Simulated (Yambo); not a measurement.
A G0W0@LDA run in Yambo for SiC (2H, space group P6_3mc, No. 186) (6×6×4 Γ-centred k mesh, 76 bands and a 8 Ry block in the screening, 76 bands in G with the Bruneval-Gonze terminator, plasmon pole fitted at 27.2 eV) gives these matrix elements, in eV, at the band edges (Γ → K):

```
state               E0    <Vxc>     <Σx>  <Σc(E0)>      Z
---------------  -----  -------  -------  --------  -----
valence edge     0.000  -14.983  -17.611     2.041  0.799
conduction edge  2.140  -10.180   -5.752    -3.955  0.828
```

Q: Solve the linearised quasiparticle equation for both states, give the gap, and say how exchange and correlation each act on it.

A: E = E0 + Z(Σx + Σc − Vxc). Valence: 0.000 + 0.799 × (-17.611 + (2.041) − (-14.983)) = -0.47 eV. Conduction: 2.140 + 0.828 × (-5.752 + (-3.955) − (-10.180)) = 2.53 eV. The gap is 3.00 eV, against 2.14 eV in LDA. Replacing Vxc by bare exchange alone would open it by 7.06 eV; correlation takes back 6.00 eV of that, and Z scales what is left. Nearest settings tried, and what they do to the gap: 59 bands in W, 59 bands in G: +0 meV; 6 Ry block (73 vectors against 111): -117 meV; 6×6×2 mesh: +0 meV. So the settings aren't converged at that level. 

Geometry relaxed with LDA; primitive cell a = 3.0540 Å, b = 3.0540 Å, c = 5.0119 Å, α = 90.00°, β = 90.00°, γ = 120.00°.
